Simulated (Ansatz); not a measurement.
input.yaml

```yaml
crystal:
  lattice:
    - [2.7412478031, 0.0, 0.0]
    - [-1.3706239015, 2.3739902356, 0.0]
    - [0.0, 0.0, 7.4013515094]
  atoms:
    - { symbol: Li, position: [0.0, 0.0, 0.5] }
    - { symbol: B, position: [0.33333333, 0.66666667, 0.7226026781] }
    - { symbol: B, position: [0.66666667, 0.33333333, 0.2773973219] }
    - { symbol: C, position: [0.33333333, 0.66666667, 0.2389889326] }
    - { symbol: C, position: [0.66666667, 0.33333333, 0.7610110674] }
basis:
  ecutwfc: 420
kpoints:
  mp_grid: { grid: [15, 15, 6] }
hamiltonian:
  xc: pbe
scf:
  occupations: { method: gaussian, width: 0.1 }
output:
  forces: true
  stress: true
  eigenvalues: true
  populations: true
```

Command:
```bash
ansatz run input.yaml --threads 1 --pin off --max-ram 1331MiB --backend cpu --events-out ev --progress --plain --runs-dir out
```

Computed with DFT PBE, scalar-relativistic, plane waves, PAW in Ansatz 0.2.0.

Part of what the program printed, abridged:

```
Pseudopotentials: kind: paw
Pseudopotential: Li, paw, valence charge 3, recommended cutoff 420 eV (normal)
Pseudopotential: B, paw, valence charge 3, recommended cutoff 420 eV (normal)
Pseudopotential: C, paw, valence charge 4, recommended cutoff 420 eV (normal)
Functional definition: PBE
Crystal: 5 atoms, lattice volume = 48.166 Å³
Basis set: ecut = 420 eV, 967 PW (Γ), exchange–correlation on 40×40×100 points (8 copies of the dense FFT grid, shifted against one another)
Bands: 14, of which v1, the nominal top of the filled ones, is band 9 counted from 1 (8 counted from 0)
Symmetry: 12 space group operations
Space group: P-3m1 (ITA 164), of the structure as read, at distance tolerance 3.6e-5 Å
k-points: 146 of 1350
Initial density: superposition of atomic densities (neutral atoms: chi_scale 0, normalization atom), corrected by the library's trained network
Initial wavefunctions: pseudopotential atomic-orbital guess
Functional: x = pbe(κ = 0.804, μ = 0.21951497), c = pbe(β = 0.06672455)
SCF iter   1: F=—  HF=-1017.054092 eV  |F-HF|=—  |Δ(HF+E_count)|=         —  Δρ=7.94e-3  dr2=6.25e-2  ethr=1.77e-3  ⟨swp⟩=5.8  Hψ=12246  notcnv=0
SCF iter   2: F=—  HF=-1017.049049 eV  |F-HF|=—  |Δ(HF+E_count)|=   5.04e-3  Δρ=5.69e-3  dr2=4.77e-2  ethr=3.68e-4  ⟨swp⟩=2.4  Hψ=4485  notcnv=0  defer=172
SCF iter   3: F=—  HF=-1017.041016 eV  |F-HF|=—  |Δ(HF+E_count)|=   8.03e-3  Δρ=8.21e-4  dr2=1.66e-3  ethr=2.81e-4  ⟨swp⟩=2.0  Hψ=2973  notcnv=0  defer=172
SCF iter   4: F=—  HF=-1017.040803 eV  |F-HF|=—  |Δ(HF+E_count)|=   2.14e-4  Δρ=1.86e-4  dr2=2.90e-5  ethr=9.78e-6  ⟨swp⟩=2.3  Hψ=2510  notcnv=0  defer=172
SCF iter   5: F=—  HF=-1017.040842 eV  |F-HF|=—  |Δ(HF+E_count)|=   3.92e-5  Δρ=3.66e-5  dr2=3.90e-7  ethr=1.71e-7  ⟨swp⟩=2.3  Hψ=3044  notcnv=0  defer=156
SCF iter   6: F=-1017.040842 eV  HF=-1017.040842 eV  |F-HF|=8.42e-9  |Δ(HF+E_count)|=   3.58e-7  Δρ=6.52e-6  dr2=1.05e-8  ethr=5.88e-10  ⟨swp⟩=9.5  Hψ=10389  notcnv=0
SCF 1 converged in 6 iterations: F = -1017.040842 eV  dr2 = 1.05e-8
SCF converged after 6 iterations
Free energy (F): -1017.040842 eV
Harris-Foulkes:  -1017.040842 eV  (|F-HF|=8.42e-9)
Internal energy: -1017.034610 eV  (E = F + TS)
E sigma→0 (E₀):  -1017.037726 eV
Entropy (-TS):   -0.006232 eV (-1.246 meV/atom)
Fermi energy:    4.360797 eV
--- Per-component energies (eV) ---
  E_band       = -97.227403
  E_kinetic    = 290.654735
  E_local      = -540.170894  (includes V_loc(G=0)·N_el)
  E_nonlocal   = 45.261429
  E_hartree    = 171.668801
  E_xc         = -168.957730
  E_vxc        = -206.205388  (∫ρ·V_xc dr)
  E_paw        = -375.709445  (= ΣΔE_a)
  E_vpaw       = -30.104397  (= ΣTr[D̂ρ^β])
  E_aug_tail   = 0.000025  (compensation charges beyond the density's cutoff)
  E_ewald      = -439.781530
  E_smearing   = -0.006232  (= −TS)
--- Forces (eV/Å), atoms counted from 1 ---
  atom   1  Li     0.00000000     0.00000000     0.00000000
  atom   2  B      0.00000000     0.00000000     4.01067038
  atom   3  B      0.00000000     0.00000000    -4.01067038
  atom   4  C      0.00000000     0.00000000     3.87854946
  atom   5  C      0.00000000     0.00000000    -3.87854946
--- Stress (GPa, compression-positive) ---
       -6.941325       0.000000       0.000000
        0.000000      -6.941325       0.000000
        0.000000       0.000000      -5.343908
  P = ⅓ Tr σ = -6.4089 GPa (-64.089 kbar)
--- Band table (eV; the first three rows and the last of 146) ---
  k-point 0: bands = ["-40.7988", "-9.4027", "-9.1815", "-0.8900", "0.8991", "4.9780", "4.9780", "5.0375", "5.0375", "8.0097", "12.8046", "13.6974", "13.6974", "14.0567"]
  k-point 1: bands = ["-40.7988", "-9.3894", "-9.1966", "-0.8033", "0.7571", "4.9810", "4.9810", "5.0354", "5.0354", "8.2671", "12.3987", "13.7039", "13.7039", "14.0495"]
  k-point 2: bands = ["-40.7988", "-9.3536", "-9.2362", "-0.5691", "0.4190", "4.9874", "4.9874", "5.0289", "5.0289", "8.9209", "11.5204", "13.7172", "13.7172", "14.0340"]
  k-point 145: bands = ["-40.7473", "-5.0349", "-5.0349", "-1.7894", "-1.7894", "-1.3239", "-1.2151", "4.7288", "4.7288", "6.3778", "6.3778", "13.3227", "14.1953", "14.9970"]
--- Löwdin populations: 5 sites ---
  site symbol q [e]
     0     Li      2.2006
     1      B      3.1557
     2      B      3.1557
     3      C      4.1781
     4      C      4.1781
  spilling = 0.007755 (of n_electrons = 17.000000)
```

Self-consistency was reached.

The cell holds layers, and where no dispersion correction was added their binding is poorly described.